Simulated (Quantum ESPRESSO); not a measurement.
# Ti4AlRuPtCu: one run as intended and one with a planted mistake

Simulated, not a measurement. The program is pw.x of Quantum ESPRESSO 7.5 (plane-wave density functional theory). The cell is made up: eight metal atoms on a face-centred cubic lattice, with elements, volume, strain and displacements drawn at random and not relaxed, so it may be unstable or far from any real phase. PseudoDojo standard norm-conserving files set the functional (PBE unless stated); there is no spin polarisation or spin-orbit coupling, the Fermi-Dirac width of 0.25 eV means electrons at about 2900 K, and the masses in the input are unused placeholders. The copper pseudopotential is less sure than most, with forces differing by about three percent and pressure by about two GPa from a second method on plain copper. Heavy elements are run without spin-orbit coupling, which real alloys of them have. A spin test at this wide smearing found no moment, but such smearing suppresses magnetism that the real alloy may have.

Intended input:

```
&control calculation='scf', pseudo_dir='./dojo.nc.sr.pbe.v0_5.standard.upf', outdir='./o', disk_io='minimal', tprnfor=.true., tstress=.true. /
&system ibrav=0, nat=8, ntyp=5, nbnd=68, ecutwfc=92.02030273, nosym=.true., tot_charge=0,
 occupations='smearing', smearing='fd', degauss=0.0183746611
/
&electrons conv_thr=1.470e-08, electron_maxstep=70, mixing_beta=0.5 /
ATOMIC_SPECIES
Al 1.0 Al.upf
Cu 1.0 Cu.upf
Pt 1.0 Pt.upf
Ru 1.0 Ru.upf
Ti 1.0 Ti.upf
CELL_PARAMETERS angstrom
-0.0104 3.918 -0.0101
-3.9526 0.0206 -3.9171
-3.9659 0.0003 3.9304
ATOMIC_POSITIONS angstrom
Ti -0.005 -0.1281 -0.0472
Al -2.2095 -0.0416 1.8344
Ru -2.0168 -0.0193 -1.8353
Ti -4.0249 0.0169 0.0662
Pt -1.9259 1.9017 0.0424
Cu -3.9597 2.1532 1.905
Ti -4.0216 2.0663 -2.0799
Ti -5.8741 1.9629 0.076
K_POINTS automatic
6 4 4 1 1 1
```

The log is shortened where brackets say so; the opening notice, blank lines, dates and the lines on written files are dropped, and the path of the files is cut. It prints rydbergs, bohrs and kilobars, and counts compression as positive stress. Its total energy is the free energy E - TS of the whole cell.

Log of the intended run:

```
     Program PWSCF v.7.5
     Parallel version (MPI & OpenMP), running on       4 processor cores
     Number of MPI processes:                 4
     Threads/MPI process:                     1
     [start-up lines left out]
     bravais-lattice index     =            0
     lattice parameter (alat)  =       7.4040  a.u.
     unit-cell volume          =     821.4821 (a.u.)^3
     number of atoms/cell      =            8
     number of atomic types    =            5
     number of electrons       =       104.00
     number of Kohn-Sham states=           68
     kinetic-energy cutoff     =      92.0203  Ry
     charge density cutoff     =     368.0812  Ry
     scf convergence threshold =      1.5E-08
     mixing beta               =       0.5000
     number of iterations used =            8  plain     mixing
     Exchange-correlation= PBE
                           (   1   4   3   4   0   0   0)
     [axes and pseudopotential details left out]
   Cartesian axes
     site n.     atom                  positions (alat units)
         1        Ti     tau(   1) = (  -0.0012762  -0.0326950  -0.0120469  )
         2        Al     tau(   2) = (  -0.5639318  -0.0106176   0.4681949  )
         3        Ru     tau(   3) = (  -0.5147489  -0.0049259  -0.4684246  )
         4        Ti     tau(   4) = (  -1.0272773   0.0043134   0.0168963  )
         5        Pt     tau(   5) = (  -0.4915484   0.4853719   0.0108218  )
         6        Cu     tau(   6) = (  -1.0106363   0.5495623   0.4862141  )
         7        Ti     tau(   7) = (  -1.0264350   0.5273828  -0.5308539  )
         8        Ti     tau(   8) = (  -1.4992496   0.5009920   0.0193975  )
     number of k points=    48  Fermi-Dirac smearing, width (Ry)=  0.0184
                       cart. coord. in units 2pi/alat
        k(    1) = (  -0.1234794   0.0830062   0.0000054), wk =   0.0416667
        k(    2) = (  -0.2469687   0.0829996   0.1246138), wk =   0.0416667
     [further k points left out]
     Dense  grid:    98001 G-vectors     FFT dimensions: (  45,  72,  72)
     Estimated max dynamical RAM per process >     333.73 MB
     Estimated total dynamical RAM >       1.23 GB
     Initial potential from superposition of free atoms
     starting charge     103.9900, renormalised to     104.0000
     Starting wfcs are   74 randomized atomic wfcs
     total cpu time spent up to now is        4.0 secs
     per-process dynamical memory:   246.8 Mb
     Self-consistent Calculation
     iteration #  1     ecut=    92.02 Ry     beta= 0.50
     Davidson diagonalization with overlap
     ethr =  1.00E-02,  avg # of iterations =  2.1
     total cpu time spent up to now is       11.5 secs
     total energy              =   -1311.08353826 Ry
     estimated scf accuracy    <      16.60005734 Ry
     iteration #  2     ecut=    92.02 Ry     beta= 0.50
     Davidson diagonalization with overlap
     ethr =  1.00E-02,  avg # of iterations =  3.0
     total cpu time spent up to now is       20.0 secs
     total energy              =   -1319.26698035 Ry
     estimated scf accuracy    <      57.55228127 Ry
     [iterations 3 to 18 left out]
     iteration # 19     ecut=    92.02 Ry     beta= 0.50
     Davidson diagonalization with overlap
     ethr =  8.00E-10,  avg # of iterations =  2.0
     total cpu time spent up to now is      145.1 secs
     total energy              =   -1322.24931719 Ry
     estimated scf accuracy    <       0.00000027 Ry
     iteration # 20     ecut=    92.02 Ry     beta= 0.50
     Davidson diagonalization with overlap
     ethr =  2.57E-10,  avg # of iterations =  1.9
     total cpu time spent up to now is      151.3 secs
     End of self-consistent calculation
     [lines on levels left out]
!    total energy              =   -1322.24931722 Ry
     estimated scf accuracy    <       0.00000001 Ry
     smearing contrib. (-TS)   =      -0.13405049 Ry
     internal energy E=F+TS    =   -1322.11526672 Ry
     The total energy is F=E-TS. E is the sum of the following terms:
     one-electron contribution =    -601.36713864 Ry
     hartree contribution      =     348.75541667 Ry
     xc contribution           =    -200.55417925 Ry
     ewald contribution        =    -868.94936551 Ry
     convergence has been achieved in  20 iterations
     Forces acting on atoms (cartesian axes, Ry/au):
     atom    1 type  5   force =    -0.00271925    0.05437830   -0.00920864
     atom    2 type  1   force =     0.06409495    0.02025352    0.03568908
     atom    3 type  4   force =    -0.00386334    0.00512181   -0.04872655
     atom    4 type  5   force =    -0.02610076    0.01295923   -0.05281050
     atom    5 type  3   force =    -0.02748894   -0.00008654    0.00768546
     atom    6 type  2   force =    -0.00299083   -0.04843377    0.01929995
     atom    7 type  5   force =     0.02940246   -0.03624967    0.05084949
     atom    8 type  5   force =    -0.03033428   -0.00794288   -0.00277829
     Total force =     0.155538     Total SCF correction =     0.000396
     Computing stress (Cartesian axis) and pressure
          total   stress  (Ry/bohr**3)                   (kbar)     P=       50.04
   0.00030951  -0.00000393   0.00010712           45.53       -0.58       15.76
  -0.00000393   0.00027369   0.00005958           -0.58       40.26        8.76
   0.00010712   0.00005958   0.00043728           15.76        8.76       64.33
     init_run     :      3.72s CPU      3.85s WALL (       1 calls)
     electrons    :    147.00s CPU    147.30s WALL (       1 calls)
     forces       :      1.16s CPU      1.16s WALL (       1 calls)
     stress       :      4.05s CPU      4.05s WALL (       1 calls)
     [timing details left out]
     PWSCF        :   2m36.09s CPU   2m36.55s WALL
     JOB DONE.
```

A second run has one planted mistake: the cell and the positions are scaled by a wrong factor. The input lines that differ:

```
- -0.0104 3.918 -0.0101
- -3.9526 0.0206 -3.9171
- -3.9659 0.0003 3.9304
+ -0.0106 3.9787 -0.0103
+ -4.0139 0.0209 -3.9778
+ -4.0274 0.0003 3.9913
- Ti -0.005 -0.1281 -0.0472
- Al -2.2095 -0.0416 1.8344
- Ru -2.0168 -0.0193 -1.8353
- Ti -4.0249 0.0169 0.0662
- Pt -1.9259 1.9017 0.0424
- Cu -3.9597 2.1532 1.905
- Ti -4.0216 2.0663 -2.0799
- Ti -5.8741 1.9629 0.076
+ Ti -0.0051 -0.1301 -0.0479
+ Al -2.2437 -0.0422 1.8628
+ Ru -2.0481 -0.0196 -1.8637
+ Ti -4.0873 0.0172 0.0672
+ Pt -1.9558 1.9312 0.0431
+ Cu -4.0211 2.1866 1.9345
+ Ti -4.0839 2.0983 -2.1121
+ Ti -5.9651 1.9933 0.0772
```

Its log:

```
     Program PWSCF v.7.5
     Parallel version (MPI & OpenMP), running on       4 processor cores
     Number of MPI processes:                 4
     Threads/MPI process:                     1
     [start-up lines left out]
     bravais-lattice index     =            0
     lattice parameter (alat)  =       7.5187  a.u.
     unit-cell volume          =     860.2727 (a.u.)^3
     number of atoms/cell      =            8
     number of atomic types    =            5
     number of electrons       =       104.00
     number of Kohn-Sham states=           68
     kinetic-energy cutoff     =      92.0203  Ry
     charge density cutoff     =     368.0812  Ry
     scf convergence threshold =      1.5E-08
     mixing beta               =       0.5000
     number of iterations used =            8  plain     mixing
     Exchange-correlation= PBE
                           (   1   4   3   4   0   0   0)
     [axes and pseudopotential details left out]
   Cartesian axes
     site n.     atom                  positions (alat units)
         1        Ti     tau(   1) = (  -0.0012818  -0.0326989  -0.0120390  )
         2        Al     tau(   2) = (  -0.5639240  -0.0106064   0.4681899  )
         3        Ru     tau(   3) = (  -0.5147626  -0.0049262  -0.4684161  )
         4        Ti     tau(   4) = (  -1.0272883   0.0043230   0.0168898  )
         5        Pt     tau(   5) = (  -0.4915642   0.4853813   0.0108326  )
         6        Cu     tau(   6) = (  -1.0106498   0.5495727   0.4862107  )
         7        Ti     tau(   7) = (  -1.0264337   0.5273797  -0.5308481  )
         8        Ti     tau(   8) = (  -1.4992482   0.5009893   0.0194032  )
     number of k points=    48  Fermi-Dirac smearing, width (Ry)=  0.0184
                       cart. coord. in units 2pi/alat
        k(    1) = (  -0.1234778   0.0830050   0.0000054), wk =   0.0416667
        k(    2) = (  -0.2469653   0.0829985   0.1246135), wk =   0.0416667
     [further k points left out]
     Dense  grid:   102581 G-vectors     FFT dimensions: (  45,  72,  72)
     Estimated max dynamical RAM per process >     347.80 MB
     Estimated total dynamical RAM >       1.29 GB
     Initial potential from superposition of free atoms
     starting charge     103.9900, renormalised to     104.0000
     Starting wfcs are   74 randomized atomic wfcs
     total cpu time spent up to now is        4.1 secs
     per-process dynamical memory:   257.3 Mb
     Self-consistent Calculation
     iteration #  1     ecut=    92.02 Ry     beta= 0.50
     Davidson diagonalization with overlap
     ethr =  1.00E-02,  avg # of iterations =  2.1
     total cpu time spent up to now is       11.8 secs
     total energy              =   -1311.15852358 Ry
     estimated scf accuracy    <      16.43099793 Ry
     iteration #  2     ecut=    92.02 Ry     beta= 0.50
     Davidson diagonalization with overlap
     ethr =  1.00E-02,  avg # of iterations =  3.0
     total cpu time spent up to now is       20.6 secs
     total energy              =   -1319.30248669 Ry
     estimated scf accuracy    <      57.88497292 Ry
     [iterations 3 to 20 left out]
     iteration # 21     ecut=    92.02 Ry     beta= 0.50
     Davidson diagonalization with overlap
     ethr =  5.10E-11,  avg # of iterations =  2.6
     total cpu time spent up to now is      167.2 secs
     total energy              =   -1322.25315025 Ry
     estimated scf accuracy    <       0.00000006 Ry
     iteration # 22     ecut=    92.02 Ry     beta= 0.50
     Davidson diagonalization with overlap
     ethr =  5.10E-11,  avg # of iterations =  1.4
     total cpu time spent up to now is      173.4 secs
     End of self-consistent calculation
     [lines on levels left out]
!    total energy              =   -1322.25315026 Ry
     estimated scf accuracy    <          2.0E-09 Ry
     smearing contrib. (-TS)   =      -0.14044529 Ry
     internal energy E=F+TS    =   -1322.11270497 Ry
     The total energy is F=E-TS. E is the sum of the following terms:
     one-electron contribution =    -621.85067153 Ry
     hartree contribution      =     355.69620598 Ry
     xc contribution           =    -200.27095587 Ry
     ewald contribution        =    -855.68728355 Ry
     convergence has been achieved in  22 iterations
     Forces acting on atoms (cartesian axes, Ry/au):
     atom    1 type  5   force =    -0.00791392    0.04773483   -0.01050769
     atom    2 type  1   force =     0.05844934    0.01664373    0.02965875
     atom    3 type  4   force =    -0.00565654    0.00268624   -0.04301355
     atom    4 type  5   force =    -0.02034718    0.01083910   -0.04666345
     atom    5 type  3   force =    -0.02042203   -0.00046496    0.00782046
     atom    6 type  2   force =    -0.00393968   -0.03913855    0.01597021
     atom    7 type  5   force =     0.02773822   -0.03229664    0.04434850
     atom    8 type  5   force =    -0.02790821   -0.00600376    0.00238677
     Total force =     0.136028     Total SCF correction =     0.000161
     Computing stress (Cartesian axis) and pressure
          total   stress  (Ry/bohr**3)                   (kbar)     P=      -18.44
  -0.00014648  -0.00001435   0.00007590          -21.55       -2.11       11.16
  -0.00001435  -0.00018537   0.00004532           -2.11      -27.27        6.67
   0.00007590   0.00004532  -0.00004422           11.16        6.67       -6.51
     init_run     :      3.90s CPU      4.01s WALL (       1 calls)
     electrons    :    169.05s CPU    169.35s WALL (       1 calls)
     forces       :      1.22s CPU      1.22s WALL (       1 calls)
     stress       :      4.20s CPU      4.20s WALL (       1 calls)
     [timing details left out]
     PWSCF        :   2m58.47s CPU   2m58.89s WALL
     JOB DONE.
```

|  | intended run | run with the mistake |
| --- | --- | --- |
| free energy (eV) | -17990.118 | -17990.171 |
| entropy term -TS, part of it (eV) | -1.824 | -1.911 |
| pressure (GPa) | 5.00 | -1.84 |
| size of the largest force component (eV/Å) | 1.648 | 1.503 |
| largest change of a force component (eV/Å) |  | 0.239 |
| iterations | 20 | 22 |

For scale, a rerun of the intended cell at a higher cutoff and on a denser mesh moved values by no more than 0.002 eV in energy, 0.04 GPa in stress and 0.003 eV/Å in force, and a second program with other atomic files agreed on that cell to 2 % rms in force and 0.5 GPa in pressure.